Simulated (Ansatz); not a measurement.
## Computed properties of KMgH3

KMgH3:
```xyz
5
Lattice="3.9126 0.0000 0.0000 0.0000 3.9126 0.0000 0.0000 0.0000 3.9126" Properties=species:S:1:pos:R:3 pbc="T T T"
K      0.0000     0.0000     0.0000
Mg     1.9563     1.9563     1.9563
H      1.9563     0.0000     1.9563
H      0.0000     1.9563     1.9563
H      1.9563     1.9563     0.0000
```

Space group Pm-3m (No. 221), cubic perovskite; conventional cell a = 3.9126 Å, b = 3.9126 Å, c = 3.9126 Å, α = 90.00°, β = 90.00°, γ = 90.00°.

Method: LDA (plane waves, PAW; program Ansatz). Structure relaxed to zero pressure with the same functional. Other levels are named where they apply.

**Cell and energy**

Volume per atom: 11.98 Å³
Density: 1.84 g/cm³
Formation energy from the elements (no fitted shifts): -0.37 eV/atom

**Electronic structure**

Band gap: 2.34 eV (indirect)
Valence-band maximum: at X
Conduction-band minimum: at R
Smallest direct gap on the standard path: 4.65 eV
Electron effective mass: 0.35 mₑ (isotropic)
Hole effective mass: 0.47, 0.47, 1.4 mₑ (principal values)

**Mechanics**

- Bulk modulus (Birch–Murnaghan fit) = 40.6 GPa
- Pressure derivative B′ = 3.7
- Elastic constants (relaxed ions, GPa) = C11 = 81.3, C12 = 20.2, C44 = 41.6
- Mechanical stability = stable (all eigenvalues of C positive)
- Hill bulk and shear moduli = 40.6 and 36.7 GPa
- Young's modulus = 84.7 GPa
- Poisson's ratio = 0.15
- Debye temperature from the elastic constants = 638 K

**Dielectric response**

Electronic dielectric constant ε∞ (DFPT): 3.80
Static dielectric constant ε0 (ions relaxed, cell fixed): 8.95
Born charges (a third of the trace): K +0.95, Mg +1.83, H -0.93 e

**Phonons**

- Highest zone-centre frequency (without LO–TO term) = 1271 cm^-1
- Zone-centre stability = no imaginary mode at Γ
- Dynamical stability on the path = stable (no imaginary branch)
- Zero-point energy = 110.7 meV/atom
- Vibrational entropy at 300 K = 14.2 J/(K·mol of atoms)

The first step of the workflow began from a Materials Project structure, measured or hypothetical; the Crystallography Open Database files this formula in space group No. 221, but the cells were not matched. Whether it is the stable phase at ambient conditions was not checked. Symmetry was held in the LDA relaxation. The references are the lowest solids computed at this level, not always the standard phases (solids in place of the gases).

Potentials: the later of the program's two PAW sets.
